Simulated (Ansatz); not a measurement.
The elements of this relaxed trial crystal are hidden behind letters.

```
lattice vectors (Å)
   4.4531    0.0000    0.0000
   0.0000    4.4531    0.0000
   0.0000    0.0000   10.5007
fractional positions
X 0.5000 0.5000 0.7538
X 0.0000 0.0000 0.2422
Z 0.0000 0.0000 0.5326
Q 0.5000 0.0000 0.0136
Q 0.0000 0.5000 0.0136
Q 0.5000 0.5000 0.4441
```

Method: Ansatz, DFT PBE, scalar-relativistic, plane waves, PAW. Plane waves to 420 eV, a 10×10×4 mesh through Γ for the 6-atom cell and 0.10 eV Gaussian smearing; no spin polarisation.

* Space group: P4mm (No. 99)
* Conventional cell: a = 4.453 Å, c = 10.501 Å
* Volume per atom: 34.70 Å³
* Density: 5.83 g/cm³
* Energy over the elements: −0.01 eV/atom
* Gap on the 10×10×4 mesh of the 6-atom cell: 0 eV (a metal)

Energies are uncorrected and count from the elements' standard states at the same level.

Problem. X is a p-block element of period 5, Z is a p-block element of period 5 and Q is a p-block element of period 5. Which elements are they?

Solution. X = In, Z = Sn, Q = Te, so the formula is In2SnTe3. Density times volume gives a mean mass of 5.83 × 34.70/1.6605 = 121.8 u per atom, and this set has 121.9 u. Around In on its first site lie 1 Te at 3.25 Å, 4 Te at 3.52 Å and 4 Sn at 3.91 Å; around Sn lie 1 In at 3.05 Å, 4 Te at 3.28 Å and 4 In at 3.91 Å; Te on a site of symmetry 2mm is surrounded by 4 Te at 3.15 Å, 2 In at 3.27 Å and 2 In at 3.52 Å; 2 more sites not described. Other sets within the hints have nearly the same mass, so mass alone doesn't settle it; this one was computed.

Spin–orbit coupling, which can matter for Te, is left out. A structure relaxed within its symmetry needn't be a true minimum. Another cell of In2SnTe3 relaxed alike, in P-4m2, lies 131 meV/atom lower, so this cell isn't the stable form at this level.
